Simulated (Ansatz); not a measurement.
# Does relaxation matter for the field gradients of ZnO with Na replacing Zn?

Start: a supercell of ZnO (wurtzite type, P6_3mc) built from an entry of the Crystallography Open Database (COD), with all atoms left at the host's positions.

```xyz
48
Lattice="6.4986 0.0000 0.0000 -4.8740 8.4419 0.0000 0.0000 0.0000 10.4114" Properties=species:S:1:pos:R:3 pbc="T T T"
Na    0.0000    1.8760    2.6029
Zn    0.0000    1.8760    7.8086
Zn   -1.6247    4.6900    2.6029
Zn   -1.6247    4.6900    7.8086
Zn   -3.2493    7.5040    2.6029
Zn   -3.2493    7.5040    7.8086
Zn    3.2493    1.8760    2.6029
Zn    3.2493    1.8760    7.8086
Zn    1.6247    4.6900    2.6029
Zn    1.6247    4.6900    7.8086
Zn    0.0000    7.5040    2.6029
Zn    0.0000    7.5040    7.8086
Zn    1.6247    0.9380    0.0000
Zn    1.6247    0.9380    5.2057
Zn    0.0000    3.7520    0.0000
Zn    0.0000    3.7520    5.2057
Zn   -1.6247    6.5660    0.0000
Zn   -1.6247    6.5660    5.2057
Zn    4.8740    0.9380    0.0000
Zn    4.8740    0.9380    5.2057
Zn    3.2493    3.7520    0.0000
Zn    3.2493    3.7520    5.2057
Zn    1.6247    6.5660    0.0000
Zn    1.6247    6.5660    5.2057
O     1.6247    0.9380    1.9730
O     1.6247    0.9380    7.1787
O     0.0000    3.7520    1.9730
O     0.0000    3.7520    7.1787
O    -1.6247    6.5660    1.9730
O    -1.6247    6.5660    7.1787
O     4.8740    0.9380    1.9730
O     4.8740    0.9380    7.1787
O     3.2493    3.7520    1.9730
O     3.2493    3.7520    7.1787
O     1.6247    6.5660    1.9730
O     1.6247    6.5660    7.1787
O     0.0000    1.8760    4.5759
O     0.0000    1.8760    9.7816
O    -1.6247    4.6900    4.5759
O    -1.6247    4.6900    9.7816
O    -3.2493    7.5040    4.5759
O    -3.2493    7.5040    9.7816
O     3.2493    1.8760    4.5759
O     3.2493    1.8760    9.7816
O     1.6247    4.6900    4.5759
O     1.6247    4.6900    9.7816
O     0.0000    7.5040    4.5759
O     0.0000    7.5040    9.7816
```

Atom numbers follow the list; atoms alike are taken as one site, whose name carries the number of the first.

All values are calculated (Ansatz; DFT, PBE, plane waves and PAW, scalar-relativistic, 420 eV cutoff, Γ-centred 3×2×2 k-points, Fermi–Dirac smearing 0.01 eV, cell charge -1), not measured.

The largest force at the start is 2.4 eV/Å. Relaxing the ions at fixed cell moves them by 0.232 Å at most (atom 37, O) and 0.057 Å rms.

```tsv
site	atom	moved (Å)	first shell before	first shell after	V_zz before (10²¹ V/m²)	η before
Na	1	0.050	4 O at 1.97–1.98 Å	4 O at 2.13–2.18 Å	0.15	0.14
Zn2	2	0.043	4 O at 1.97–1.98 Å	4 O at 1.98–1.99 Å	-0.38	0.12
Zn5	5	0.040	4 O at 1.97–1.98 Å	4 O at 1.91–2.00 Å	-1.30	0.60
Zn7	7	0.047	4 O at 1.97–1.98 Å	4 O at 1.93–2.01 Å	1.57	0.42
Zn12	12	0.017	4 O at 1.97–1.98 Å	4 O at 1.97–1.98 Å	-0.19	0.96
Zn13	13	0.005	4 O at 1.97–1.98 Å	4 O at 1.92–2.00 Å	-1.29	0.30
Zn14	14	0.005	4 O at 1.97–1.98 Å	4 O at 1.92–2.00 Å	-1.16	0.25
Zn20	20	0.010	4 O at 1.97–1.98 Å	4 O at 1.92–2.00 Å	-1.16	0.25
Zn21	21	0.019	4 O at 1.97–1.98 Å	4 O at 1.97–1.98 Å	-0.21	0.61
O25	25	0.119	3 Zn at 1.97–1.98 Å, 1 Na at 1.98 Å	3 Zn at 1.91–1.93 Å, 1 Na at 2.13 Å	-6.58	0.04
O27	27	0.198	3 Zn at 1.97–1.98 Å, 1 Na at 1.98 Å	3 Zn at 1.92–1.93 Å, 1 Na at 2.15 Å	-6.18	0.03
O28	28	0.048	4 Zn at 1.97–1.98 Å	4 Zn at 1.97–2.00 Å	-0.59	0.41
O33	33	0.025	4 Zn at 1.97–1.98 Å	4 Zn at 1.97–1.99 Å	0.51	0.20
O36	36	0.010	4 Zn at 1.97–1.98 Å	4 Zn at 1.98–1.99 Å	-0.34	0.22
O37	37	0.232	1 Na at 1.97 Å, 3 Zn at 1.98 Å	3 Zn at 1.92 Å, 1 Na at 2.18 Å	-6.08	0.03
O41	41	0.013	4 Zn at 1.97–1.98 Å	4 Zn at 1.97–2.00 Å	0.36	0.55
```

(1) How do the gradients change?

Results:

(1) 

| site | atom | V_zz after | η after | change of V_zz |
| --- | --- | --- | --- | --- |
| Na | 1 | -0.19 | 0.99 | – |
| Zn2 | 2 | 0.88 | 0.09 | +1.26 |
| Zn5 | 5 | -3.13 | 0.66 | -1.83 |
| Zn7 | 7 | 3.64 | 0.08 | +2.07 |
| Zn12 | 12 | -0.33 | 0.41 | -0.14 |
| Zn13 | 13 | -2.54 | 0.12 | -1.25 |
| Zn14 | 14 | -2.72 | 0.48 | -1.56 |
| Zn20 | 20 | -2.70 | 0.52 | -1.54 |
| Zn21 | 21 | -0.40 | 0.56 | – |
| O25 | 25 | -6.85 | 0.11 | -0.27 |
| O27 | 27 | -7.03 | 0.01 | -0.85 |
| O28 | 28 | -1.04 | 0.45 | -0.45 |
| O33 | 33 | -0.29 | 0.21 | – |
| O36 | 36 | -0.31 | 0.90 | +0.03 |
| O37 | 37 | -6.94 | 0.03 | -0.86 |
| O41 | 41 | -0.62 | 0.27 | – |

The largest change of V_zz along a kept axis is on Zn7, from 1.57 to 3.64. In per cent, |V_zz| changes by +97 to +141 on Zn, +4 to +76 on O (all sites that start above 0.5, bar those whose gradient vanishes or changes sign or whose main axis turns by over 40°). Where |V_zz| stays above 0.1 and the axes keep their order, η moves most on O36, from 0.22 to 0.90. On O34, Zn17, Zn4 (not in the table) V_xx and V_yy change places (or their axes turn by over 50°), so the two values of η hide a larger change. V_zz changes sign on Zn2 (axis turned by 11°). On O33, O41, Zn21, Na, O43, O44, O47, O30 and 5 more sites (not all in the table) the largest principal value lies along another axis in the second run, so the two V_zz can't be compared directly. The table leaves out 32 of the 48 sites, with |V_zz| up to 6.92; their tensors move by 1.67 at most along any direction. The statements above cover all sites. The host's own positions weren't relaxed first, so part of the change far from the defect can be the host's relaxation.

The defect repeats with the cell of 48 atoms, so it feels its images: sites between two images don't show the values beside a lone defect, and zeros or small values of η there can come from the images' arrangement. O and Zn carry a gradient in the pure host already, so the values there aren't the defect's effect alone. A uniform background compensates the cell's charge. The cell keeps the host's lattice, where the PBE pressure is 6 GPa (in a charged cell this depends on the convention for the mean potential).
Before: With a gap of 0.7 eV on this mesh, small gradients can still move by 0.1 × 10²¹ V/m² or more as the k-mesh gets denser. The neighbours have not yet relaxed around the defect (largest force 2.4 eV/Å), so a real crystal will differ.
After: With a gap of 0.8 eV on this mesh, small gradients can still move by 0.1 × 10²¹ V/m² or more as the k-mesh gets denser.
